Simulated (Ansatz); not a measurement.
Input file for Ansatz (an electronic-structure program):

Ansatz 0.2 input:
```yaml
crystal:
  lattice:
    - [0.0, 2.0522349081, 2.0522349081]
    - [2.0522349081, 0.0, 2.0522349081]
    - [2.0522349081, 2.0522349081, 0.0]
  atoms:
    - { symbol: Ag, position: [0.0, 0.0, 0.0] }
kpoints:
  mp_grid: { grid: [17, 17, 17] }
hamiltonian:
  xc: r2scan
  pseudopotentials: { kind: paw }
scf:
  occupations: { method: gaussian, width: 0.1 }
checkpoint: { read: metal.run }
output: { bader: true, populations: true }
```

Output (shortened):

```
Pseudopotentials: kind: paw
Pseudopotential: Ag, paw, valence charge 19
Functional definition: r2SCAN
Crystal: 1 atoms, lattice volume = 17.287 Å³
Basis set: ecut = 500 eV, 459 PW (Γ), exchange–correlation on 96×96×96 points (64 copies of the dense FFT grid, shifted against one another)
Bands: 18, of which v1, the nominal top of the filled ones, is band 10 counted from 1 (9 counted from 0)
Symmetry: 48 space group operations
Space group: Fm-3m (ITA 225), of the structure as read, at distance tolerance 2.6e-5 Å
k-points: 165 of 4913
PAW frozen core: Ag, regenerated for the run's functional
Initial density: read from a saved state, or passed on in memory by an earlier SCF of this step, an earlier step, the calling program or the single point that …
Stability of the state it starts from, as read at its close in the unpolarized treatment …
Initial wavefunctions: pseudopotential atomic-orbital guess
Eigensolver: davidson
Functional: x = r2scan, c = r2scan; τ floored in thin density (d = 2e-4 eV/Å³)
iter 1 solved again at ethr=4.43e-10 eV; its pass at ethr=3.10e-3 eV (dr2=8.41e-8 eV) is discarded
SCF iter   1: F=—  HF=-7603.941565 eV  |F-HF|=—  |Δ(HF+E_count)|=         —  Δρ=5.90e-7  dr2=3.00e-11  dr2_τ=6.94e-12  ethr=4.43e-10  ⟨swp⟩=3.5  Hψ=23114  notcnv=0
all-band conjugate gradients solve this SCF's bands
preconditioner: auto → none
SCF iter   2: F=-7603.941565 eV  HF=-7603.941565 eV  |F-HF|=3.18e-11  |Δ(HF+E_count)|=  5.73e-11  Δρ=3.36e-7  dr2=1.14e-11  dr2_τ=6.22e-13  ethr=1.00e-12  ⟨swp⟩=4.2  Hψ=8306  notcnv=0
SCF 1 converged in 2 iterations: F = -7603.941565 eV  dr2 = 1.14e-11
SCF converged after 2 iterations
Free energy (F): -7603.941565 eV
Harris-Foulkes:  -7603.941565 eV  (|F-HF|=3.18e-11)
Internal energy: -7603.939623 eV  (E = F + TS)
E sigma→0 (E₀):  -7603.940594 eV
Entropy (-TS):   -0.001942 eV (-1.942 meV/atom)
Fermi energy:    17.147313 eV
--- Per-component energies (eV) ---
  E_band       = -259.490666
  E_kinetic    = 528.054182
  E_local      = -2219.611166  (includes V_loc(G=0)·N_el)
  E_nonlocal   = 81.244838
  E_hartree    = 1011.036023
  E_xc         = -178.455119
  E_vxc        = -262.916155  (∫ρ·V_xc dr)
  E_paw        = -3922.357006  (= ΣΔE_a)
  E_vpaw       = -427.264072  (= ΣTr[D̂ρ^β])
  E_aug_tail   = 0.000060  (compensation charges beyond the density's cutoff)
  E_vtau       = 18.929591  (kinetic-family band-sum trace: ∫τ·v_τ [+ j·A + Jᵃ·Aᵃ] dr)
  E_ewald      = -2903.342124
  E_core_change = -0.509311  (= ΣΔE_core)
  E_smearing   = -0.001942  (= −TS)
  E_closure    = 0.000000  (closes the sum)
  Σ components = -7603.941565   (vs F -7603.941565, Δ=0.00e0)
  [band-id]    e_kinetic+e_local+e_nonlocal+2·e_hartree+e_vxc+e_vpaw+e_augmentation_tail+e_vtau = -259.490675   (vs E_band -259.490666, Δ=-9.27e-6)
--- Band table (eV; the first three rows and the last of 165) ---
  k-point 0: bands = ["-77.5997", "-40.1301", "-40.1301", "-40.1301", "9.2026", "11.9412", "11.9412", "11.9412", "12.9572", "12.9572", "33.3971", "37.0855", "37.0855", "37.0855", "42.2075", "43.0257", "43.0257", "43.0257"]
  k-point 1: bands = ["-77.5991", "-40.1356", "-40.1309", "-40.1309", "9.3136", "11.9168", "11.9714", "11.9714", "12.9459", "12.9459", "33.4176", "36.1673", "37.1329", "37.1329", "42.1578", "42.8885", "42.8885", "43.5342"]
  k-point 2: bands = ["-77.5975", "-40.1512", "-40.1333", "-40.1333", "9.6307", "11.8650", "12.0480", "12.0480", "12.9255", "12.9255", "33.0804", "34.7057", "37.2464", "37.2464", "41.1715", "42.4218", "42.4218", "45.6026"]
  k-point 164: bands = ["-77.5774", "-40.2427", "-40.2330", "-40.1916", "11.0888", "11.5542", "11.8210", "12.9858", "13.9415", "22.2819", "23.6283", "24.5695", "25.7470", "39.7058", "40.2414", "42.5011", "46.0089", "50.5036"]
  band table: 18 of 18 bands, residual norms ≤ 1.0e-3 eV
--- Löwdin populations: 1 site ---
  site symbol       q [e]
     0     Ag     18.8841
  spilling = 0.006100 (of n_electrons = 19.000000)
--- Bader charges: 1 site ---
  site symbol  charge [e]  shift [e]
     0     Ag      0.0000     0.0000
  shift: an alarm, by how much a part of what the PAW files miss would move the charge. Where it is large, compare
  with a run on PAW files of another source; a small one proves nothing
  estimated error of the sums over rays = 3.3e-7 e
```

Cost: about 10 core-seconds (a rough figure) on shared cores.

The r²SCAN relaxation kept the symmetry of its start. The run is not spin-polarised. Scalar-relativistic: spin–orbit coupling is off unless named, which matters more the heavier the elements.

Potentials: the later of the program's two PAW sets.

Ansatz is a plane-wave DFT program.
